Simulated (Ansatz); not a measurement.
**Core-electron binding energies in BN**

Cell: a COD entry, ions relaxed with PBE at fixed cell, repeated to a supercell; a hole's nearest image is 5.1 Å away.

```cif
data_BN
_symmetry_space_group_name_H-M 'P6_3mc'
_symmetry_Int_Tables_number 186
_cell_length_a 2.5360
_cell_length_b 2.5360
_cell_length_c 4.1990
_cell_angle_alpha 90.000
_cell_angle_beta 90.000
_cell_angle_gamma 120.000
loop_
_atom_site_label
_atom_site_type_symbol
_atom_site_symmetry_multiplicity
_atom_site_Wyckoff_symbol
_atom_site_fract_x
_atom_site_fract_y
_atom_site_fract_z
B1 B 2 b 0.6667 0.3333 0.9997
N17 N 2 b 0.6667 0.3333 0.6253
```

One atom of each set is listed; the run and its k-mesh use a cell of 32 atoms with edges of 5.07, 5.07, 8.40 Å.

Level of theory: DFT, PBE, plane waves and PAW, scalar-relativistic, 420 eV cutoff, Γ-centred 4×4×3 k-points, fixed occupations (Ansatz 0.2.0).

Each value is a total-energy difference between the cell with one core hole and the ground state (ΔSCF), counted from the top of the valence band. The cell with the hole is spin-polarised, as the shell with the hole is left with one unpaired spin. The periodic images are corrected with the calculated ε∞ = 4.55, 4.55, 4.71.

Task: What binding energies does the calculation give for B 1s, N 1s?

Result: 

| line | atom | first shell | E_B (eV) |
| --- | --- | --- | --- |
| B 1s | 1 | 4 N at 1.56–1.57 Å | 188.8 |
| N 1s | 17 | 4 B at 1.56–1.57 Å | 396.7 |

Absolute PBE values can be off by an eV or more. Multiplets, satellites and widths aren't calculated.

The cell isn't at the calculated equilibrium (pressure 8 GPa in the ground-state run).
